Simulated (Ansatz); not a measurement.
input.yaml (Ansatz)

```yaml
crystal:
  lattice:
    - [2.4226290427, 0.0, 0.0]
    - [-1.2113145214, 2.0980582949, 0.0]
    - [0.0, 0.0, 7.9383786749]
  atoms:
    - { symbol: Ni, position: [1.0, 1.0, 0.0], spin: -0.667 }
    - { symbol: Ni, position: [1.0, 1.0, 0.5], spin: -0.667 }
    - { symbol: Ni, position: [0.3333333333, 0.6666666667, 0.25], spin: -0.676 }
    - { symbol: Ni, position: [0.6666666667, 0.3333333333, 0.75], spin: -0.676 }
hamiltonian:
  xc: blyp
  pseudopotentials:
    kind: paw
    azcp:
      Ni: "pseudopotentials/Ni.paw.azcp"
basis:
  ecutwfc: 420
  fft_grid_basis: typed
kpoints:
  mp_grid: { grid: [16, 16, 5], shift: [0, 0, 0] }
magnetization:
  spin_polarized: true
scf:
  occupations: { method: fermi_dirac, width: 0.05 }
  lower_state_search: "off"
output:
  stress: true
```

and its output:

```
Engine: ansatz 0.2.0, x86_64-unknown-linux-gnu
Pseudopotentials: kind: paw
Pseudopotential: Ni, paw, valence charge 18, recommended cutoff 420 eV (normal) 
Functional definition: BLYP
  parameter beta = 0.0042
  parameter a = 0.04918
  parameter b = 0.132
  parameter c = 0.2533
  parameter d = 0.349
  exchange = b88_x(beta = beta)
  correlation = lyp_c(a = a, b = b, c = c, d = d)
Crystal: 4 atoms, lattice volume = 40.349 Å³
Basis set: ecut = 420 eV, 753 PW (Γ), exchange–correlation on 36×36×108 points (8 copies of the dense FFT grid, shifted against one another)
Bands: 45, of which v1, the nominal top of the filled ones, is band 36 counted from 1 (35 counted from 0)
Symmetry: 24 space group operations
Space group: P63/mmc (ITA 194), of the structure as read, at distance tolerance 3.4e-5 Å
Magnetic group: BNS 194.263 (UNI 1493), of the structure as read, at distance tolerance 3.4e-5 Å
k-points: 90 of 1280
Non-local potential: Ni, projectors of the file, l = 0: 3, l = 1: 2, l = 2: 3, l = 3: 1
PAW form: soft (Blöchl's): semilocal exchange-correlation on the pseudo side does not see the compensation charge
PAW frozen core: Ni, regenerated for the run's functional, and the local potential with it (the file was generated under x = pbe(κ = 0.804, μ = 0.2195149727645171), c = pbe(β = 0.06672455060314922))
PAW one-centre angular grid: Ni, 590 points (default); XC on 64 Gauss nodes
Initial density: superposition of atomic densities (chi_scale 0.1, normalization cell)
Starting moments: Σ|m| = 2.686 μB on 4 of 4 sites
Initial wavefunctions: pseudopotential atomic-orbital guess
Functional: x = b88, c = lyp
iter 1 solved again at ethr=6.73e-4 eV; its pass at ethr=3.10e-3 eV (dr2=4.85e-1 eV) is discarded
SCF iter   1: F=—  HF=-23392.640151 eV  |F-HF|=—  |Δ(HF+E_count)|=         —  Δρ=2.89e-2 (↑2.18e-2 ↓2.89e-2)  dr2=4.81e-1  dr2_m=2.79e-2  M=-2.264 μB ∫|m|=2.379 μB  β_m=0.30  ethr=6.73e-4  ⟨swp⟩=1.6  Hψ=35515  notcnv=0
spin=Collinear: Kerker preconditioning applied to the charge; magnetization (m = ρ↑ − ρ↓) channel mixes plain (no charge-response kernel on spin).
SCF iter   2: F=—  HF=-23392.641093 eV  |F-HF|=—  |Δ(HF+E_count)|=   9.42e-4  Δρ=1.56e-2 (↑1.09e-2 ↓1.56e-2)  dr2=1.10e-1  dr2_m=2.03e-2  M=-2.284 μB ∫|m|=2.431 μB  β_m=0.30  ethr=6.68e-4  ⟨swp⟩=3.0  Hψ=13197  notcnv=0
SCF iter   3: F=—  HF=-23392.651531 eV  |F-HF|=—  |Δ(HF+E_count)|=   1.04e-2  Δρ=1.52e-2 (↑1.52e-2 ↓1.15e-2)  dr2=1.57e-1  dr2_m=2.05e-2  M=-2.285 μB ∫|m|=2.457 μB  β_m=0.30  ethr=1.52e-4  ⟨swp⟩=2.3  Hψ=10625  notcnv=0  defer=26
SCF iter   4: F=—  HF=-23392.650675 eV  |F-HF|=—  |Δ(HF+E_count)|=   8.56e-4  Δρ=8.55e-3 (↑5.79e-3 ↓8.55e-3)  dr2=2.82e-2  dr2_m=9.52e-3  M=-2.287 μB ∫|m|=2.481 μB  β_m=0.30  ethr=1.52e-4  ⟨swp⟩=2.0  Hψ=9489  notcnv=0  defer=44
SCF iter   5: F=—  HF=-23392.634920 eV  |F-HF|=—  |Δ(HF+E_count)|=   1.58e-2  Δρ=6.74e-3 (↑6.74e-3 ↓3.97e-3)  dr2=5.81e-3  dr2_m=6.97e-3  M=-2.293 μB ∫|m|=2.504 μB  β_m=0.30  ethr=3.91e-5  ⟨swp⟩=2.0  Hψ=13504  notcnv=0  defer=98
SCF iter   6: F=—  HF=-23392.643787 eV  |F-HF|=—  |Δ(HF+E_count)|=   8.87e-3  Δρ=5.85e-3 (↑5.85e-3 ↓2.70e-3)  dr2=4.08e-3  dr2_m=5.23e-3  M=-2.300 μB ∫|m|=2.525 μB  β_m=1.00  ethr=8.07e-6  ⟨swp⟩=2.0  Hψ=13020  notcnv=0  defer=112
SCF iter   7: F=—  HF=-23392.648557 eV  |F-HF|=—  |Δ(HF+E_count)|=   4.77e-3  Δρ=2.77e-3 (↑2.77e-3 ↓4.61e-4)  dr2=2.08e-3  dr2_m=6.02e-4  M=-2.302 μB ∫|m|=2.561 μB  β_m=1.00  ethr=5.67e-6  ⟨swp⟩=2.0  Hψ=15485  notcnv=0  defer=151
SCF iter   8: F=—  HF=-23392.649195 eV  |F-HF|=—  |Δ(HF+E_count)|=   6.38e-4  Δρ=1.38e-3 (↑1.38e-3 ↓5.85e-4)  dr2=8.32e-4  dr2_m=7.18e-5  M=-2.305 μB ∫|m|=2.573 μB  β_m=1.00  ethr=2.89e-6  ⟨swp⟩=1.0  Hψ=8058  notcnv=0  defer=151
SCF iter   9: F=—  HF=-23392.650168 eV  |F-HF|=—  |Δ(HF+E_count)|=   9.72e-4  Δρ=3.93e-4 (↑1.84e-4 ↓3.93e-4)  dr2=1.33e-5  dr2_m=2.05e-5  M=-2.306 μB ∫|m|=2.579 μB  β_m=0.30  ethr=1.16e-6  ⟨swp⟩=1.6  Hψ=8784  notcnv=0  defer=151
Mixer restart at iter 9: flushing history
spin-set hold released at iteration 9 (site moments contracting): the magnetisation degrees of freedom join the quasi-Newton model from the next iteration; the mixer history was flushed
SCF iter  10: F=—  HF=-23392.650943 eV  |F-HF|=—  |Δ(HF+E_count)|=   7.76e-4  Δρ=4.22e-4 (↑3.02e-4 ↓4.22e-4)  dr2=3.61e-6  dr2_m=4.65e-5  M=-2.309 μB ∫|m|=2.583 μB  β_m=0.65  ethr=1.84e-8  ⟨swp⟩=2.1  Hψ=14532  notcnv=0  defer=151
SCF iter  11: F=—  HF=-23392.651873 eV  |F-HF|=—  |Δ(HF+E_count)|=   9.30e-4  Δρ=5.12e-4 (↑5.12e-4 ↓3.84e-4)  dr2=7.52e-5  dr2_m=5.08e-5  M=-2.319 μB ∫|m|=2.600 μB  β_m=0.82  ethr=5.02e-9  ⟨swp⟩=3.0  Hψ=20544  notcnv=0  defer=151
SCF iter  12: F=—  HF=-23392.652024 eV  |F-HF|=—  |Δ(HF+E_count)|=   1.52e-4  Δρ=2.31e-3 (↑2.31e-3 ↓8.42e-4)  dr2=3.34e-3  dr2_m=2.06e-4  M=-2.320 μB ∫|m|=2.602 μB  β_m=0.82  ethr=5.02e-9  ⟨swp⟩=3.0  Hψ=17825  notcnv=0  defer=151
SCF iter  13: F=—  HF=-23392.651891 eV  |F-HF|=—  |Δ(HF+E_count)|=   1.34e-4  Δρ=2.86e-4 (↑2.86e-4 ↓1.31e-4)  dr2=4.68e-5  dr2_m=2.54e-6  M=-2.321 μB ∫|m|=2.604 μB  β_m=0.63  ethr=5.02e-9  ⟨swp⟩=3.0  Hψ=17587  notcnv=0  defer=151
SCF iter  14: F=—  HF=-23392.651885 eV  |F-HF|=—  |Δ(HF+E_count)|=   5.49e-6  Δρ=4.26e-5 (↑4.26e-5 ↓3.45e-5)  dr2=1.04e-6  dr2_m=9.51e-8  M=-2.320 μB ∫|m|=2.603 μB  β_m=0.59  ethr=5.02e-9  ⟨swp⟩=2.0  Hψ=14631  notcnv=0  defer=151
iter 15 did not close the SCF: its close was put off for a magnetic moment that had not settled (scf_convergence_deferred on its scf_iter line)
SCF iter  15: F=-23392.651885 eV  HF=-23392.651885 eV  |F-HF|=3.05e-8  |Δ(HF+E_count)|=   1.41e-8  Δρ=1.60e-5 (↑1.60e-5 ↓9.21e-6)  dr2=9.08e-8  dr2_m=2.04e-8  M=-2.320 μB ∫|m|=2.604 μB  β_m=0.80  ethr=1.39e-10  ⟨swp⟩=3.0  Hψ=32261  notcnv=0
SCF iter  16: F=-23392.651885 eV  HF=-23392.651885 eV  |F-HF|=1.05e-8  |Δ(HF+E_count)|=   2.51e-8  Δρ=5.77e-6 (↑5.77e-6 ↓1.40e-6)  dr2=1.23e-8  dr2_m=3.16e-9  M=-2.320 μB ∫|m|=2.604 μB  ethr=1.26e-10  ⟨swp⟩=2.8  Hψ=27295  notcnv=0
SCF 1 converged in 16 iterations: F = -23392.651885 eV  dr2 = 1.23e-8
SCF converged after 16 iterations
Magnetization: -2.3204 μB (34.8398 up, 37.1602 down)
Absolute magnetization: 2.6065 μB (∫|ρ↑−ρ↓|, with the PAW one-centre terms)
Spin contamination: 0.0199 ħ² per cell (⟨S²⟩ above its minimum at these occupations)
Per-site moments (μB) at R_I (Å): [(-0.6031637371975715, 0.9993344801079923), (-0.6031637371975712, 0.9993344801079923), (-0.6188473293318142, 0.9993344801079923), (-0.6188473293318141, 0.9993344801079923)]
Free energy (F): -23392.651885 eV
Harris-Foulkes:  -23392.651885 eV  (|F-HF|=1.05e-8)
Internal energy: -23392.598092 eV  (E = F + TS)
E sigma→0 (E₀):  -23392.624989 eV
Entropy (-TS):   -0.053793 eV (-13.448 meV/atom)
Fermi energy:    20.409565 eV
--- Per-component energies (eV) ---
  E_band       = -982.328773
  E_kinetic    = 1139.859901
  E_local      = -13254.549056  (includes V_loc(G=0)·N_el)
  E_nonlocal   = 2526.410023
  E_hartree    = 5568.255917
  E_xc         = -335.855125
  E_vxc        = -432.604781  (∫ρ·V_xc dr)
  E_paw        = -6563.895540  (= ΣΔE_a)
  E_vpaw       = -2097.955200  (= ΣTr[D̂ρ^β])
  E_aug_tail   = 0.002023  (compensation charges beyond the density's cutoff)
  E_ewald      = -12472.841584
  E_core_change = 0.015349  (= ΣΔE_core)
  E_smearing   = -0.053793  (= −TS)
  E_closure    = -0.000000  (closes the sum)
  Σ components = -23392.651885   (vs F -23392.651885, Δ=0.00e0)
--- Stress (GPa, compression-positive) ---
       29.142954       0.000000       0.000000
        0.000000      29.142954       0.000000
        0.000000       0.000000      29.891569
  P = ⅓ Tr σ = 29.3925 GPa (293.925 kbar)
```
